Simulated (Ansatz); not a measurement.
Computed properties of MnAs

```yaml
crystal:
  lattice:
    - [3.71000, 0.00000, 0.00000]
    - [-1.85500, 3.21295, 0.00000]
    - [0.00000, 0.00000, 5.69100]
  atoms:
    - { symbol: Mn, position: [0.00000, 0.00000, 0.00000] }
    - { symbol: Mn, position: [0.00000, 0.00000, 0.50000] }
    - { symbol: As, position: [0.33333, 0.66667, 0.25000] }
    - { symbol: As, position: [0.66667, 0.33333, 0.75000] }
```

Atom numbers follow the list: Mn1, Mn2, As3, As4.

The geometry is COD entry 9008898, unchecked; take it as a test cell. It is an old determination, and later ones may differ.

The magnetic state is the one reached from the start moments; no search over orders was made, so it needn't be the ground state.

Methods: DFT, PBE, all-electron LAPW, scalar-relativistic (Ansatz 0.2.0); DFT, PBE, PAW with Ansatz's default frozen-core files, scalar-relativistic (Ansatz 0.2.0); DFT, PBE, all-electron PAW with datasets made for the crystal, scalar-relativistic (Ansatz 0.2.0).

For LAPW: a Γ-centred 11×11×7 k mesh, Fermi–Dirac smearing of 0.05 eV, basis error target 1 meV/atom, spin-polarised from start moments Mn1 4, Mn2 4 μB. PAW takes a cutoff of 420 eV at this cell. The crystal-made all-electron datasets (AE datasets) take a cutoff of 320 eV at this cell. The Ansatz runs share mesh, smearing and spin set-up. Values come from LAPW unless marked.

- Pressure at this cell: -3.59 GPa
- Band gap: none: bands cross the Fermi level, a metal
- Stress xx, yy, zz (compression positive): -2.76, -2.76, -5.25 GPa
- Moment of the cell: 6.25 μB
- Moments in the spheres: Mn1 3.24, As3 -0.15 μB
- Density of states at the Fermi level (0.2 eV bin): 2.47 states/eV per cell
- Löwdin charges (with 0.30 e of the cell spilling out of the atomic basis, so their sizes and signs hang on that basis): Mn1 0.74, As3 -0.59 e
- Bader charges (from the PAW run): Mn1 +0.70, As3 -0.70 e
- Contact hyperfine fields (crystal-made datasets): Mn1 -4.1, As3 28.3 T, core polarisation included, positive along the moment of the spin-up electrons
- Volume per atom: 114.4 bohr³
